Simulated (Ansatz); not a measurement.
VSi2:
```
VSi2
1.0
    4.52996     0.00000     0.00000
   -2.26498     3.92306     0.00000
    0.00000     0.00000     6.32554
V Si
3 6
Direct
  0.00000   0.50000   0.16667
  0.50000   0.00000   0.50000
  0.50000   0.50000   0.83333
  0.83748   0.67496   0.50000
  0.16252   0.83748   0.83333
  0.32504   0.16252   0.16667
  0.16252   0.32504   0.50000
  0.83748   0.16252   0.83333
  0.67496   0.83748   0.16667
```

Relaxed with r²SCAN. Special points in fractions of this cell's reciprocal vectors: Γ (0.000, 0.000, 0.000); M (0.500, 0.000, 0.000); K (0.333, 0.333, 0.000); A (0.000, 0.000, 0.500); L (0.500, 0.000, 0.500); H (0.333, 0.333, 0.500).

List the band energies nearest the Fermi level at these points for r²SCAN in the plane-wave PAW code Ansatz.

In eV from the Fermi level; about four levels below and three above (degenerate sets whole), none deeper than 8.9 eV; points with the same levels are listed once.

| k | below | above |
|---|---|---|
| Γ | -2.29 -2.29 -1.97 -1.97 -1.96 | 0.43 2.29 2.66 2.66 |
| M | -1.48 -0.74 -0.59 -0.14 | 0.01 0.45 1.14 |
| K | -1.49 -1.49 -1.39 -1.39 -1.26 | 0.14 0.14 0.31 |
| A | -2.21 -2.21 -2.04 -2.04 -1.69 | 0.63 0.63 2.26 |
| L | -1.49 -1.35 -0.49 -0.07 | 0.91 1.41 1.92 |
| H | -0.49 -0.49 -0.08 -0.08 | 0.61 1.46 1.97 1.97 |

Space group P6_222. Symmetry was held in the r²SCAN relaxation; of distortions, only those at the zone centre were tested. No spin polarisation was allowed.

Potentials: the later of the program's two PAW sets.
